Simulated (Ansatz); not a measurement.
NbN:
```cif
data_NNb
_chemical_formula_sum 'Nb1 N1'
_space_group_name_H-M_alt 'P 1'
_space_group_IT_number 1
_cell_length_a 3.12649
_cell_length_b 3.12649
_cell_length_c 3.12649
_cell_angle_alpha 60.000
_cell_angle_beta 60.000
_cell_angle_gamma 60.000
loop_
_space_group_symop_operation_xyz
  'x, y, z'
loop_
_atom_site_label
_atom_site_type_symbol
_atom_site_fract_x
_atom_site_fract_y
_atom_site_fract_z
_atom_site_occupancy
Nb1 Nb 0.50000 0.50000 0.50000 1
N1 N 0.00000 0.00000 0.00000 1
```

Relaxed with PBE.

Problem. Tabulate the valence density and the electron localisation function along the shortest Nb–N contact (2.21 Å), the program Ansatz at the PBE level (PAW).

Solution. 

| distance from Nb (Å) | density (e/Å³) | ELF |
|---|---|---|
| 0.22 | 4.93 | 0.31 |
| 0.33 | 5.16 | 0.56 |
| 0.44 | 4.78 | 0.70 |
| 0.55 | 3.84 | 0.74 |
| 0.66 | 2.69 | 0.70 |
| 0.77 | 1.68 | 0.55 |
| 0.88 | 1.01 | 0.32 |
| 0.99 | 0.65 | 0.17 |
| 1.11 | 0.53 | 0.16 |
| 1.22 | 0.55 | 0.30 |
| 1.33 | 0.69 | 0.55 |
| 1.44 | 0.94 | 0.74 |
| 1.55 | 1.34 | 0.80 |
| 1.66 | 1.94 | 0.79 |
| 1.77 | 2.67 | 0.69 |
| 1.88 | 3.29 | 0.49 |
| 1.99 | 3.58 | 0.23 |

The density is the valence pseudo-density with augmentation charge, so density and ELF within about 1 Å of a nucleus are not all-electron values.

Space group Fm-3m (rock salt). The cell was relaxed with PBE under the symmetry of its start. At this level the phase is dynamically unstable (imaginary phonons). No spin polarisation was allowed.

Potentials: the later of the program's two PAW sets.
